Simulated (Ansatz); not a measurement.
# LiYRh: rattling a relaxed structure

It was reached by relaxing an invented guess, and it needn't be the stable form of this composition.

Computed with Ansatz, DFT PBE, scalar-relativistic, plane waves, PAW. Settings: cutoff 420 eV, Γ-centred mesh 12×12×14 on the computed 3-atom cell, Gaussian smearing of 0.10 eV; no spin polarisation.

The cell below (3 atoms, space group P-6m2 (No. 187)) is relaxed within its symmetry.

```
CELL_PARAMETERS angstrom
4.35867 0.00000 0.00000
-2.17934 3.77472 0.00000
0.00000 0.00000 3.41618
ATOMIC_POSITIONS crystal
Li 0.66667 0.33333 0.50000
Y 0.00000 0.00000 0.00000
Rh 0.33333 0.66667 0.50000
```

For the test a repeat of it with 6 atoms (edges 3.42, 4.36, 7.55 Å) was strained at random (σ = 1.5 % a component), the atoms were moved at random (σ = 0.15 Å), and all was relaxed again on a coarse 6×6×4 mesh (in the run’s order of axes) with 0.20 eV smearing, with no symmetry imposed.

**Question.** What happens?

**Answer.** It returns, within 2 meV/atom of the unmoved cell on that mesh and with the same symmetry when read at 0.1 Å (Amm2 at 0.01 Å, so small strains and shifts remain). So it is stable against the distortions that fit this cell and that this random move excites. Modes that don't fit the cell aren't tested.
